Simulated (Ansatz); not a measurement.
Ge2Os in space group Fddd (No. 70; Ge on 16f, Os on 8a) at seven volumes, DFT-PBEsol in the program Ansatz with PAW potentials, shape and atoms relaxed at each. One row is withheld.

| V (Å³/atom) | P (GPa) |
|---|---|
| 13.657 | 20.22 |
| 14.107 | 12.23 |
| 14.557 | 5.57 |
| 15.008 | 0.00 |
| 15.458 | -4.61 |
| 15.908 | ? |
| 16.358 | -11.58 |

Problem. Fit the shown pressures and predict the withheld one.

Solution. Third-order Birch–Murnaghan: P = (3/2)B₀(x^(7/2) − x^(5/2))[1 + (3/4)(B′ − 4)(x − 1)] with x = (V₀/V)^(2/3). Least squares on the six rows gives V₀ = 15.009 Å³/atom, B₀ = 168.0 GPa, B′ = 5.15. At V = 15.908, x = 0.9620 and P = -8.41 GPa. The run itself gave -8.40 GPa.

The cell is a constructed one: a structure type filled with these elements; neither database checked (COD, Materials Project) lists it. Whether it is the stable phase at ambient conditions was not checked. The cell was relaxed with PBEsol under the symmetry of its start; its stability against distortions is not shown here. The run is not spin-polarised. Spin–orbit coupling is left out wherever it is not named.

Potentials: the earlier of the program's two PAW sets. The files were generated under PBE; for other functionals the program regenerates the frozen cores, and for LDA and PBEsol the local potential too.
